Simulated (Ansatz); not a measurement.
TiSi$_{2}$ (C54 type, space group Fddd)

```
TiSi2
1.0
    0.00000     4.13234     4.28268
    2.40310     0.00000     4.28268
    2.40310     4.13234     0.00000
Si Ti
4 2
Direct
  0.66302   0.33698   0.66302
  0.33698   0.66302   0.33698
  0.58698   0.91302   0.58698
  0.91302   0.58698   0.91302
  0.00000   0.00000   0.00000
  0.25000   0.25000   0.25000
```

E(V) scan at fixed shape, V₀ the volume above. The atoms relax within the cell's symmetry.

All values below come from PBE (plane waves to 420 eV, PAW, scalar-relativistic; Ansatz, a first-principles code). k mesh 13×13×13 (Γ-centred), Fermi-Dirac smearing 0.05 eV. Energies are smeared free energies. Compression counts positive. With the shape held, the modulus is that of even scaling; a crystal free to change shape is softer. TiSi2 is run without spin polarisation. TiSi2 was relaxed with its symmetry unable to fall. The zero of ΔE is the relaxed starting cell.

The scan covers V/V₀ from 0.840 to 1.160 in 9 points.

Question: What is ΔE at V/V₀ = 1.160?

Answer: 124 meV/atom.

Question: What is ΔE at V/V₀ = 0.840?

Answer: 220 meV/atom.

Question: What pressure does the cell carry at V/V₀ = 0.840?

Answer: 36.2 GPa.

(Under strain, the slope of the energy per volume gives the stress and its curvature an elastic modulus.)
